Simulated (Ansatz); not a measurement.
NaCl (rock salt), conventional cell a = 5.608 Å, b = 5.608 Å, c = 5.608 Å, α = 90.00°, β = 90.00°, γ = 90.00°. The calculation uses the primitive cell of 2 atoms, to which meshes and values per cell refer.

The relaxed cell is deformed in two ways at once: its volume V is scaled, and at that volume it is stretched along z (the c axis of the conventional cell) so that c/a changes. Fractional atomic positions are held.

Computed with r2SCAN (plane waves to 500 eV, PAW, scalar-relativistic; Ansatz, an electronic-structure program). k mesh 10×10×10 (Γ-centred), Fermi-Dirac smearing 0.05 eV. Compression counts positive. NaCl was relaxed with its symmetry unable to fall. 

```tsv
P (GPa)	V/V₀ = 0.920	V/V₀ = 0.960	V/V₀ = 1.000	V/V₀ = 1.040	V/V₀ = 1.080
(c/a)/(c/a)₀ = 0.880	?	2.7	1.3	0.2	-0.8
(c/a)/(c/a)₀ = 0.940	3.2	1.6	0.3	-0.7	-1.5
(c/a)/(c/a)₀ = 1.000	2.8	1.2	0.0	-1.0	-1.8
(c/a)/(c/a)₀ = 1.060	3.1	1.5	0.2	-0.8	-1.6
(c/a)/(c/a)₀ = 1.120	?	2.2	0.9	-0.2	-1.1
```

Fill in the missing entries.


- (c/a)/(c/a)₀ = 0.880, V/V₀ = 0.920: 4.4
- (c/a)/(c/a)₀ = 1.120, V/V₀ = 0.920: 3.9

(A scan under strain: stresses follow from slopes of the energy per volume, elastic moduli from its curvatures.)
